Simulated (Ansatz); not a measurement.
# Notes on H4O

```
O H
1.0
     0.00000    0.00000    2.70123
     2.23575   -2.58129    1.35061
     2.23575    2.58129   -1.35061
O H
1 4
Direct
  0.00000 0.00000 0.00000
  0.34550 0.82960 0.52060
  0.65450 0.17040 0.47940
  0.65450 0.52060 0.82960
  0.34550 0.47940 0.17040
```

Method: PBE, no spin polarisation; PAW, plane waves to 420 eV, 8×8×8 Γ-centred mesh, fermi-dirac occupations (width 0.1 eV) (Ansatz 0.2.0), atoms fixed.

Question: Describe some of the short contacts.

Answer: H–H at 1.57 Å: least valence density 0.27 e/Å³ and ELF 0.74 there. O–H at 1.95 Å: least valence density 0.24 e/Å³ and ELF 0.30 there. These are pseudo-fields; inside the PAW spheres they differ from the all-electron ones.

Question: What is the formation energy?

Answer: 1.22 eV an atom against the elements' usual phases (free molecules for gases, crystals otherwise, with no correction for O₂ or N₂), so at this geometry it isn't bound against them. Relaxing would lower it.

Question: How is the charge shared?

Answer: Bader charges in e: H +0.18, O -0.71. In the mean H gives up most and O takes most.

Question: Is the cell too large or too small?

Answer: The pressure is -23.3 GPa (compression positive), so with the atoms held at these fractions the cell would first shrink; the forces are large, so a full relaxation may end otherwise. The principal stresses -39.7, -32.3, 2.0 GPa differ, so its shape would change too.

Question: Where is the largest force?

Answer: The largest is on H2 (and as large on other atoms): 1.05 eV/Å, components (-0.98, 0.37, 0.00). It makes 21° with the line to a nearest neighbour, H5 at 1.57 Å, pointing towards it.

Question: Metal or insulator?

Answer: It is a metal on this mesh, though the bands barely overlap, with about 0.17 states/eV a cell as the mean within 0.25 eV of the Fermi level, mostly H s (54 %) and O p (43 %).

Origin: a known structure type with other elements, at an estimated volume, so it need not be a known compound. Caveats: the k mesh is coarse if the cell is a metal; atoms or cell far from equilibrium.
